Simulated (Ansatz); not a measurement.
All numbers below come from Ansatz 0.2.0, DFT PBE, scalar-relativistic, plane waves, PAW. Settings: cutoff 420 eV, Γ-centred meshes spaced at most about 0.3 Å⁻¹, and about 0.25 Å⁻¹ or finer for metals (2π included), Gaussian smearing. No spin polarisation in the final relaxations.

These are static total energies at zero pressure.

Two relaxed structures of ZnCd₂S₃:

A.

```
CELL_PARAMETERS angstrom
4.76560 0.00000 0.00000
0.00000 4.76560 0.00000
0.00000 0.00000 6.19828
ATOMIC_POSITIONS crystal
Zn 0.50000 0.50000 0.50000
Cd 0.00000 0.50000 0.00000
Cd 0.50000 0.00000 0.00000
S 0.00000 0.50000 0.50000
S 0.50000 0.00000 0.50000
S 0.00000 0.00000 0.50000
```

B.

```
CELL_PARAMETERS angstrom
7.72742 0.00000 0.00000
-3.86371 6.69214 0.00000
0.00000 0.00000 3.01650
ATOMIC_POSITIONS crystal
Zn 0.00000 0.00000 0.00000
Cd 0.33333 0.66667 0.00000
Cd 0.66667 0.33333 0.00000
S 0.50000 0.00000 0.50000
S 0.50000 0.50000 0.50000
S 0.00000 0.50000 0.50000
```

Question: Which form is favoured at zero pressure, and by what margin per atom?

Answer: A is lower, by 61 meV/atom. A has space group P4/mmm (No. 123), 23.5 Å³/atom and no gap on its mesh; B has space group P6/mmm (No. 191), 26.0 Å³/atom and no gap. Counting S atoms around Cd and Zn (those within 1.25 times the shortest such distance or 1.15 times the sum of covalent radii, 1.27 where that leaves under three; the shortest distance is added where it exceeds 1.18 times the sum of covalent radii), A has Zn 4, Cd 2 from 3.1 Å and B has Zn 12 from 4.1 Å, Cd 6. A holds S–S nets (shortest 2.38 Å); in B the shortest S–S distance is 3.02 Å. The denser one is the lower, and pressure would at first widen the difference. Even the lower one lies +0.12 eV/atom against the reference forms of the elements (uncorrected), so neither is stable at this level. Both come from invented guesses. A third cell relaxed alike, in I-4m2, lies 0.82 eV/atom below the lower of the two.

Cells relaxed within their symmetry can be saddle points.
